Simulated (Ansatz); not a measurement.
CoLi2Nb4O12:
```yaml
crystal:
  lattice:
    - [-5.20976, 0.00000, 0.00000]
    - [-2.59369, 2.13341, 8.59338]
    - [-2.59316, 4.93343, 0.00000]
  atoms:
    - { symbol: Co, position: [0.18374, 0.60297, 0.03587], spin: 2.5 }
    - { symbol: Li, position: [0.66847, 0.11422, 0.54407] }
    - { symbol: Li, position: [0.91524, 0.36100, 0.80801] }
    - { symbol: Nb, position: [0.75098, 0.76055, 0.74709], spin: 0.0 }
    - { symbol: Nb, position: [0.24624, 0.24247, 0.25912], spin: 0.0 }
    - { symbol: Nb, position: [0.50824, 0.50367, 0.49738], spin: 0.0 }
    - { symbol: Nb, position: [0.99624, 0.99764, 0.99922], spin: 0.0 }
    - { symbol: O, position: [0.15343, 0.68254, 0.63711], spin: 0.0 }
    - { symbol: O, position: [0.65742, 0.19028, 0.11625], spin: 0.0 }
    - { symbol: O, position: [0.63993, 0.57287, 0.74796], spin: 0.0 }
    - { symbol: O, position: [0.13660, 0.08204, 0.22271], spin: 0.0 }
    - { symbol: O, position: [0.77888, 0.94699, 0.85332], spin: 0.0 }
    - { symbol: O, position: [0.27847, 0.45118, 0.36100], spin: 0.0 }
    - { symbol: O, position: [0.75134, 0.88840, 0.41334], spin: 0.0 }
    - { symbol: O, position: [0.21913, 0.39208, 0.93036], spin: 0.0 }
    - { symbol: O, position: [0.74058, 0.63178, 0.16953], spin: 0.0 }
    - { symbol: O, position: [0.21606, 0.13971, 0.67078], spin: 0.0 }
    - { symbol: O, position: [0.28352, 0.81528, 0.97365], spin: 0.0 }
    - { symbol: O, position: [0.78493, 0.32119, 0.49751], spin: 0.0 }
```

Relaxed with PBE.

Q: Which orbitals make up the states near the band edges in the program Ansatz at the PBE level (PAW)?

A: Top 1 eV of the valence band: Co 3d 67 %, O 2p 27 %. Bottom 1 eV of the conduction band: Co 3d 47 %, Nb 4d 40 %, O 2p 10 %. Projections are on Löwdin-orthogonalised atomic valence shells; empty p or d shells of many metals are not among them.

Q: Tabulate the density of states.

A: States/eV per cell of 19 atoms, in 0.25 eV bins, energy from the valence-band maximum.

| E (eV) | total | O 2p | Nb 4d | Co 3d |
|---|---|---|---|---|
| -6.88 | 0.00 | 0.00 | 0.00 | 0.00 |
| -6.63 | 7.47 | 4.66 | 2.21 | 0.04 |
| -6.38 | 13.80 | 8.71 | 4.20 | 0.21 |
| -6.13 | 14.88 | 9.73 | 4.03 | 0.28 |
| -5.88 | 15.01 | 9.97 | 3.89 | 0.37 |
| -5.63 | 14.22 | 9.56 | 3.41 | 0.53 |
| -5.38 | 14.04 | 9.59 | 3.10 | 0.68 |
| -5.13 | 14.11 | 9.88 | 2.83 | 0.70 |
| -4.88 | 13.57 | 9.68 | 2.54 | 0.71 |
| -4.63 | 13.65 | 9.91 | 2.34 | 0.74 |
| -4.38 | 14.35 | 10.62 | 2.27 | 0.81 |
| -4.13 | 13.97 | 10.75 | 1.94 | 0.64 |
| -3.88 | 12.56 | 9.95 | 1.39 | 0.62 |
| -3.63 | 12.49 | 10.17 | 1.13 | 0.60 |
| -3.38 | 16.13 | 13.40 | 1.24 | 0.78 |
| -3.13 | 17.67 | 14.94 | 1.20 | 0.87 |
| -2.88 | 20.07 | 17.30 | 1.20 | 0.91 |
| -2.63 | 23.09 | 20.57 | 1.02 | 0.85 |
| -2.38 | 22.72 | 20.74 | 0.66 | 0.79 |
| -2.13 | 15.32 | 14.09 | 0.29 | 0.66 |
| -1.88 | 2.90 | 2.06 | 0.06 | 0.73 |
| -1.63 | 0.01 | 0.00 | 0.00 | 0.01 |
| -1.38 | 7.78 | 1.73 | 0.18 | 5.78 |
| -1.13 | 0.20 | 0.05 | 0.00 | 0.15 |
| -0.88 | 2.99 | 1.22 | 0.21 | 1.48 |
| -0.63 | 5.00 | 2.23 | 0.24 | 2.39 |
| -0.38 | 0.00 | 0.00 | 0.00 | 0.00 |
| -0.13 | 7.85 | 0.79 | 0.28 | 6.70 |
| 0.12 | 0.15 | 0.02 | 0.00 | 0.13 |
| 0.37 | 0.00 | 0.00 | 0.00 | 0.00 |
| 0.62 | 4.00 | 0.33 | 0.36 | 3.22 |
| 0.87 | 0.00 | 0.00 | 0.00 | 0.00 |
| 1.12 | 0.00 | 0.00 | 0.00 | 0.00 |
| 1.37 | 4.15 | 0.44 | 2.36 | 1.23 |
| 1.62 | 10.43 | 1.52 | 6.73 | 1.81 |
| 1.87 | 11.49 | 2.13 | 7.66 | 1.15 |
| 2.12 | 11.28 | 2.40 | 7.50 | 0.82 |
| 2.37 | 10.92 | 2.56 | 7.04 | 0.76 |
| 2.62 | 13.71 | 3.48 | 8.91 | 0.48 |
| 2.87 | 14.02 | 3.79 | 8.84 | 0.40 |
| 3.12 | 14.94 | 4.28 | 9.26 | 0.30 |
| 3.37 | 13.06 | 3.97 | 7.82 | 0.13 |
| 3.62 | 0.00 | 0.00 | 0.00 | 0.00 |
| 3.87 | 0.00 | 0.00 | 0.00 | 0.00 |
| 4.12 | 0.00 | 0.00 | 0.00 | 0.00 |
| 4.37 | 0.00 | 0.00 | 0.00 | 0.00 |
| 4.62 | 0.04 | 0.00 | 0.00 | 0.00 |
| 4.87 | 0.60 | 0.05 | 0.08 | 0.00 |
| 5.12 | 2.77 | 0.34 | 1.11 | 0.00 |
| 5.37 | 9.12 | 1.49 | 5.04 | 0.02 |

Space group P1. The start of the workflow was typed in or built on a structure type; neither database checked (COD, Materials Project) lists it. Its standing as an ambient phase is unchecked. The PBE relaxation kept the symmetry of its start; whether a distortion lowers the energy is not shown. The final state is ferromagnetic, the only order run, not a proven ground state. No Hubbard U is applied. Spin–orbit coupling is left out wherever it is not named.

Potentials: the later of the program's two PAW sets.
